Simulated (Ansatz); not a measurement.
The cell comes from COD entry 1539502, which wasn't checked; take it as a given geometry.

An input for HfC and the output that it gave: DFT, LDA, all-electron LAPW, scalar-relativistic (Ansatz 0.2.0).

Command: `ansatz run input.yaml --threads 1 --pin off --max-ram 3072MiB --backend cpu --events-out ev --progress --plain --runs-dir out` The run took 19 s on 1 thread of Intel(R) Xeon(R) 6975P-C (Granite Rapids), with other jobs on the host, peak memory 0.48 GiB.

```yaml
crystal:
  lattice:
    - [0.0, 2.325, 2.325]
    - [2.325, 0.0, 2.325]
    - [2.325, 2.325, 0.0]
  atoms:
    - { symbol: Hf, position: [0.5, 0.5, 0.5] }
    - { symbol: C, position: [0.0, 0.0, 0.0] }
kpoints:
  mp_grid: { grid: [12, 12, 12] }
  band_path:
    path:
      - [0.0, 0.0, 0.0]
      - [0.5, 0.0, 0.5]
      - [0.625, 0.25, 0.625]
      - [0.375, 0.375, 0.75]
      - [0.0, 0.0, 0.0]
      - [0.5, 0.5, 0.5]
      - [0.5, 0.25, 0.75]
      - [0.5, 0.0, 0.5]
    npoints: 14
scf:
  occupations: { method: fermi_dirac, width: 0.05 }
hamiltonian:
  xc: lda
  pseudopotentials: { kind: all_electron, lapw: { basis_error: 0.00025 } }
output:
  forces: true
  stress: true
  eigenvalues: true
  populations: true
  dos: { projected: true, de: 0.2, e_range: [-14, 8] }
```

Output:

```
Hf: projections on atomic orbitals take those of the free atom 1s2 2s2 2p6 3s2 3p6 3d10 4s2 4p6 4d10 4f14 5s2 5p6 5d2 6s2, of charge +0.00 (hamiltonian.pseudopotentials.projection_atoms)
C: projections on atomic orbitals take those of the free atom 1s2 2s2 2p2, of charge +0.00 (hamiltonian.pseudopotentials.projection_atoms)
LAPW: plane waves up to 9.636 Å⁻¹, error target 2.5e-4 eV per atom; small_component_spin mean_spin; C in spheres of 0.963 Å, 6 of its electrons in bands, Dirac shells []; Hf in spheres of 1.362 Å, 42 of its electrons in bands, Dirac shells []
Engine: ansatz 0.2.0
Pseudopotentials: kind: all_electron
Pseudopotential: Hf, LAPW, valence charge 42, Koelling and Harmon's equation, gaussian nucleus
Pseudopotential: C, LAPW, valence charge 6, Koelling and Harmon's equation, gaussian nucleus
Functional definition: SPW92
  exchange = slater_x
  correlation = pw_c
Crystal: 2 atoms, lattice volume = 25.136 Å³
Basis set: ecut = 353.7728739192246 eV, 339 PW (Γ), exchange–correlation at level 2
Bands: 29, of which v1, the nominal top of the filled ones, is band 24 counted from 1 (23 counted from 0)
Symmetry: 48 space group operations
Space group: Fm-3m (ITA 225), of the structure as read, at distance tolerance 2.9e-5 Å
k-points: 72 of 1728
Non-local potential: Hf, projectors of the file, none
Non-local potential: C, projectors of the file, none
Initial density: superposition of atomic densities (chi_scale 0.1, normalization cell, long waves kept (reshape's long-wave potential 0.00 eV rms))
Initial wavefunctions: plane waves of lowest kinetic energy (no species holds an atomic orbital)
Functional: x = slater, c = lda
iter 1 solved again at ethr=1.23e-2 eV; its pass at ethr=1.00e-1 eV (dr2=5.91e0 eV) is discarded
SCF iter   1: F=—  HF=-411038.877686 eV  |F-HF|=—  |Δ(HF+E_count)|=         —  Δρ=1.29e-1  dr2=5.91e0  ethr=1.23e-2  ⟨swp⟩=2.0  Hψ=12481  notcnv=0
preconditioner: auto → none  [insulator: Δε(μ)=0.277 eV  Ē_g=18.058 eV  σ=0.050 eV  W_gap=0.58  n_scr=14 (ndim 8)  ℏωp=39.2 eV  f_vac=0.000  D(μ)=0.09/eV (n_scr^D=0)  ε∞_Penn≈5.7]
SCF iter   2: F=—  HF=-411038.025848 eV  |F-HF|=—  |Δ(HF+E_count)|=   8.52e-1  Δρ=8.47e-2  dr2=2.29e0  ethr=1.23e-2  ⟨swp⟩=3.0  Hψ=6376  notcnv=0
iter 3 solved again at ethr=4.51e-5 eV; its pass at ethr=4.77e-3 eV (dr2=2.16e-2 eV) is discarded
SCF iter   3: F=—  HF=-411036.866773 eV  |F-HF|=—  |Δ(HF+E_count)|=    1.16e0  Δρ=1.15e-2  dr2=2.17e-2  ethr=4.51e-5  ⟨swp⟩=2.0  Hψ=10957  notcnv=0
SCF iter   4: F=—  HF=-411036.855500 eV  |F-HF|=—  |Δ(HF+E_count)|=         —  Δρ=5.03e-3  dr2=5.25e-3  ethr=4.51e-5  ⟨swp⟩=2.0  Hψ=6310  notcnv=0
the basis was enlarged: its passes take 379.8 KiB over the memory plan, 1 of 1 planned eigensolver slots
SCF iter   5: F=—  HF=-411036.853434 eV  |F-HF|=—  |Δ(HF+E_count)|=   2.07e-3  Δρ=1.09e-3  dr2=1.58e-4  ethr=1.09e-5  ⟨swp⟩=2.0  Hψ=6293  notcnv=0
SCF iter   6: F=—  HF=-411036.853029 eV  |F-HF|=—  |Δ(HF+E_count)|=   4.05e-4  Δρ=3.44e-4  dr2=2.18e-5  ethr=3.29e-7  ⟨swp⟩=2.2  Hψ=6339  notcnv=0
SCF iter   7: F=—  HF=-411036.852951 eV  |F-HF|=—  |Δ(HF+E_count)|=   7.84e-5  Δρ=1.54e-5  dr2=4.61e-8  ethr=4.55e-8  ⟨swp⟩=3.0  Hψ=6509  notcnv=0
SCF iter   8: F=-411036.852950 eV  HF=-411036.852950 eV  |F-HF|=4.07e-9  |Δ(HF+E_count)|=   1.76e-7  Δρ=4.34e-6  dr2=2.65e-9  ethr=9.60e-11  ⟨swp⟩=3.0  Hψ=6585  notcnv=0
SCF 1 converged in 8 iterations: F = -411036.852950 eV  dr2 = 2.65e-9
NSCF: frozen V_eff on 99 k-points
SCF converged after 8 iterations
Free energy (F): -411036.852950 eV
Harris-Foulkes:  -411036.852950 eV  (|F-HF|=4.07e-9)
Internal energy: -411036.850539 eV  (E = F + TS)
E sigma→0 (E₀):  -411036.851745 eV
Entropy (-TS):   -0.002411 eV (-1.206 meV/atom)
Fermi energy:    20.166660 eV
--- Per-component energies (eV) ---
  E_band       = -4280.699504
  E_kinetic    = 457106.712183
  E_xc         = -8308.184069
  E_electrostatic = -859835.378654  (all electrons and nuclei)
  E_smearing   = -0.002411  (= −TS)
  E_closure    = 0.000000  (closes the sum)
  E_atoms      = -411016.586406  (free atoms, spherical and without spin; not in F)
  Σ components = -411036.852950   (vs F -411036.852950, Δ=0.00e0)
  Basis errors (estimates in eV, not in F): energy 8.9e-5 per atom: plane waves 7.9e-5 (4.4e-5 summed), levels above the bands 1.8e-62, relativity 5.3e-9, radial functions 1.0e-5, core shells 1.3e-7; eigenvalues (radial functions only) 1.1e-6; not estimated: angular momenta, meshes, grids; target (lapw.basis_error) 2.5e-4; muffin-tin radii C 0.963 Å, Hf 1.362 Å
--- Forces (eV/Å), atoms counted from 1 ---
  atom   1  Hf    -0.00000000     0.00000000    -0.00000000
  atom   2  C      0.00000000    -0.00000000    -0.00000000
  max |Σ_I F_I| component: 1.95e-29 eV/Å
--- Stress (GPa, compression-positive) ---
      -11.776801      -0.000000       0.000000
       -0.000000     -11.776801      -0.000000
        0.000000      -0.000000     -11.776801
  P = ⅓ Tr σ = -11.7768 GPa (-117.768 kbar)
--- Band table (eV; the first three rows and the last of 72) ---
  k-point 0: bands = ["-351.6246", "-351.6246", "-351.6246", "-241.6065", "-180.0111", "-180.0111", "-180.0111", "-179.9940", "-179.9940", "-40.9589", "-9.4185", "-9.4185", "-9.4185", "7.9495", "9.0222", "9.0312", "9.0312", "9.0312", "9.1120", "9.1120", "9.1120", "21.2087", "21.2087", "21.2087", "21.4087", "21.4087", "21.4087", "23.4281", "23.4281"]
  k-point 1: bands = ["-351.6246", "-351.6246", "-351.6246", "-241.6065", "-180.0111", "-180.0111", "-180.0111", "-179.9940", "-179.9940", "-40.9562", "-9.4672", "-9.4233", "-9.4233", "8.1194", "9.0247", "9.0353", "9.0353", "9.0362", "9.1082", "9.1082", "9.1122", "20.0659", "20.3884", "20.3884", "21.7465", "21.7465", "22.1395", "24.2657", "24.2657"]
  k-point 2: bands = ["-351.6246", "-351.6246", "-351.6246", "-241.6065", "-180.0111", "-180.0111", "-180.0111", "-179.9940", "-179.9940", "-40.9488", "-9.5978", "-9.4361", "-9.4361", "8.5762", "9.0319", "9.0464", "9.0464", "9.0797", "9.0982", "9.0982", "9.1126", "18.6190", "19.3085", "19.3085", "22.2802", "22.2802", "22.6341", "25.8460", "25.8460"]
  k-point 71: bands = ["-351.6246", "-351.6246", "-351.6246", "-241.6065", "-180.0111", "-180.0111", "-180.0111", "-179.9940", "-179.9940", "-40.9046", "-9.8384", "-9.8384", "-9.6655", "9.0241", "9.0548", "9.0600", "9.0600", "9.0807", "9.0867", "9.0867", "10.7067", "17.1500", "17.4354", "17.4354", "23.7416", "23.7416", "26.7375", "27.0844", "28.3551"]
--- Löwdin populations: 2 sites ---
  site symbol       q [e]
     0     Hf     71.2918
     1      C      6.6745
  spilling = 0.000433 (of n_electrons = 78.000000)
```
